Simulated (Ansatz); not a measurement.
**Surface calculation: fcc Cu (110), 1 layer**

The slab is cut from the fcc crystal, the stable phase, as relaxed on PAW files (11.95 Å³/atom), with 16 Å of vacuum and a dipole correction:

```yaml
crystal:
  lattice:
    - [2.56645, 0.00000, 0.00000]
    - [0.00000, 3.62951, 0.00000]
    - [0.00000, 0.00000, 16.00000]
  atoms:
    - { symbol: Cu, position: [0.00000, 0.00000, 0.50000] }
```

Computed with Ansatz 0.2.0; functional PBE, scalar-relativistic. Settings: a Γ-centred 16×11×1 k mesh, Fermi–Dirac smearing of 0.05 eV, no spin polarisation. Methods: LAPW: all electrons, basis error target 1 meV/atom; PAW: frozen-core files, cutoff 420 eV.

The bulk energy comes from a cell in the slab's orientation on a 16×11×16 mesh. The surface energy is (E(slab) − N·E(bulk))/2A at zero smearing, the mean of both faces; thin slabs carry quantum-size effects.

Q: As cut, the LAPW slab lies 1.949 eV above 1 atom of bulk. What surface energy is that?

A: Over two faces of 9.31 Å² it is 104.6 meV/Å², and times 16.02 J/m² per eV/Å² that gives γ = 1.676 J/m².

```json
{"method": "LAPW", "γ as cut (J/m²)": "1.676", "Φ as cut (eV)": "5.11"}
{"method": "PAW", "γ as cut (J/m²)": "1.675", "Φ as cut (eV)": "5.11"}
```

Q: What changes if the vacuum is set to 9 Å?

A: LAPW then gives: no gap, work function 5.12 eV; PAW: no gap, work function 5.12 eV. The program warns that the vacuum is too thin.

Q: What changes if the images along the normal are cut off in place of the dipole correction?

A: LAPW then gives: no gap, work function 5.11 eV; PAW: no gap, work function 5.11 eV.
